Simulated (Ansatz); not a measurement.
NbAg (rock salt, space group No. 225) under volume change, DFT-PBEsol in the program Ansatz with PAW potentials, scaled uniformly.

| V (Å³/atom) | E − E(relaxed) (meV/atom) | P (GPa) |
|---|---|---|
| 17.725 | 79.6 | 15.90 |
| 18.310 | 33.3 | 9.67 |
| 18.894 | 7.8 | 4.42 |
| 19.478 | 0.0 | 0.00 |
| 20.063 | 7.0 | -3.72 |
| 20.647 | 26.4 | -6.86 |
| 21.232 | 56.4 | -9.48 |

Question: What does a third-order Birch–Murnaghan fit give for V₀, B₀ and B′?

Answer: V₀ = 19.48 Å³/atom, B₀ = 135 GPa, B′ = 4.7.

Space group Fm-3m (rock salt). The start of the workflow was typed in or built on a structure type; neither database checked (COD, Materials Project) lists it. Whether it is the stable phase at ambient conditions was not checked. The PBEsol relaxation kept the symmetry of its start. At this level the phase is mechanically unstable. The run is not spin-polarised. Its formation energy is positive at this level, so the cell may be metastable or incomplete.

Potentials: the earlier of the program's two PAW sets. The files were generated under PBE; for other functionals the program regenerates the frozen cores, and for LDA and PBEsol the local potential too.
